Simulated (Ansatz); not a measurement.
**Formation energy of IrS (rocksalt structure)**

The computed numbers are results of r²SCAN, scalar-relativistic (no spin polarisation) in the plane-wave PAW code Ansatz at 500 eV, Γ-centred 12×12×12 mesh, 0.05 eV Gaussian smearing. The datasets are Ansatz's generated set soft_2.

The structure was built from a prototype; whether the compound forms in it isn't claimed.

The structure is cubic, space group Fm-3m (No. 225). The conventional cell has a = 4.921 Å, b = 4.921 Å, c = 4.921 Å, α = 90.00°, β = 90.00°, γ = 90.00°. Ir (site symmetry m-3m) is surrounded by 6 S at 2.46 Å. Around S (site symmetry m-3m) lie 6 Ir at 2.46 Å. (Shells end 15 % past the nearest neighbour.)

The elements were computed in their standard states with the same datasets, cutoff and functional. Total energies depend on the potentials used, so only differences within one code and one set of settings carry meaning.

Energy of the relaxed cell (2 atoms, smearing extrapolated to zero): -12853.865 eV. Elements, in eV/atom: Ir -11948.725, S -905.816.

**Question.** What is the formation energy?

**Answer.** [-12853.865 − (1 × -11948.725 + 1 × -905.816)] / 2 = 0.34 eV/atom, or 33 kJ per mole of atoms.

The value is for 0 K, without zero-point energy. Uncorrected semilocal values for oxides, chalcogenides and halides often miss by tenths of an eV an atom. A positive value means that this structure is unstable even against the elements at this level.

The calculation's cell holds 23 valence electrons, an odd number. Without magnetic order each band takes two, so one stays part-filled and the crystal must be a metal. (Only strong correlation, outside this picture, could make a Mott insulator of it.)

For elements this heavy, spin–orbit coupling would shift levels and gaps; it isn't included here. Spin polarisation wasn't tried. A displaced or strained copy of the relaxed cell lay 2.0 meV/atom lower, so the structure isn't a true minimum at this level, unless the mesh, which matters in a metal, makes it so.
